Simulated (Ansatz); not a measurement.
A geometry of HfO2 away from equilibrium: the start of the relaxation of a generated cell, HfO2 built in the AFLOW prototype AB2_hP12_194_f_ah (C14, as in MgZn2). Level of theory: r2SCAN (plane waves to 500 eV, PAW, scalar-relativistic; Ansatz, a quantum-chemistry and plane-wave program). Γ-centred k-mesh 7×7×4 on the run's cell, Fermi–Dirac smearing 0.05 eV.

```xyz
12
Lattice="4.5823 0.0000 0.0000 -2.2911 3.9684 0.0000 0.0000 0.0000 7.5151" Properties=species:S:1:pos:R:3 pbc="T T T"
Hf     0.0000     2.6456     0.4724
Hf     2.2911     1.3228     4.2300
Hf     2.2911     1.3228     7.0427
Hf     0.0000     2.6456     3.2852
O      0.0000     0.0000     0.0000
O      0.0000     0.0000     3.7576
O      3.4171     0.6727     1.8788
O      1.1260     3.2957     5.6364
O      2.2911     2.6230     1.8788
O     -1.1260     3.2957     5.6364
O      1.1651     0.6727     1.8788
O      0.0000     1.3454     5.6364
```

**Question.** What forces act on the atoms (eV/Å)?

**Answer.** 
```json
[
 {"atom": "Hf1", "Fx": "0.00", "Fy": "0.00", "Fz": "-0.43"},
 {"atom": "Hf2", "Fx": "0.00", "Fy": "0.00", "Fz": "-0.43"},
 {"atom": "Hf3", "Fx": "0.00", "Fy": "0.00", "Fz": "0.43"},
 {"atom": "Hf4", "Fx": "0.00", "Fy": "0.00", "Fz": "0.43"},
 {"atom": "O5", "Fx": "0.00", "Fy": "0.00", "Fz": "0.00"},
 {"atom": "O6", "Fx": "0.00", "Fy": "0.00", "Fz": "0.00"},
 {"atom": "O7", "Fx": "-1.26", "Fy": "0.73", "Fz": "0.00"},
 {"atom": "O8", "Fx": "-1.26", "Fy": "-0.73", "Fz": "0.00"},
 {"atom": "O9", "Fx": "0.00", "Fy": "-1.45", "Fz": "0.00"},
 {"atom": "O10", "Fx": "1.26", "Fy": "-0.73", "Fz": "0.00"},
 {"atom": "O11", "Fx": "1.26", "Fy": "0.73", "Fz": "0.00"},
 {"atom": "O12", "Fx": "0.00", "Fy": "1.45", "Fz": "0.00"}
]
```

**Question.** What is the pressure?

**Answer.** -12.8 GPa, compression positive.

**Question.** How much energy per atom can still be gained by relaxing?

**Answer.** 1.75 eV/atom; the path ends in P6₃/mmc (No. 194).

No spin polarisation in the result. No Hubbard U is applied.

The run could not lose the symmetry of its start: the end is stationary, and may be a saddle point rather than a minimum.

The end of the path is a generated cell of HfO2: the first start was made by placing the elements on the sites of a structure type, and the end was not matched to a known phase here, so it may be hypothetical. Known forms of HfO2 include space group No. 14, 29, 137, 225.
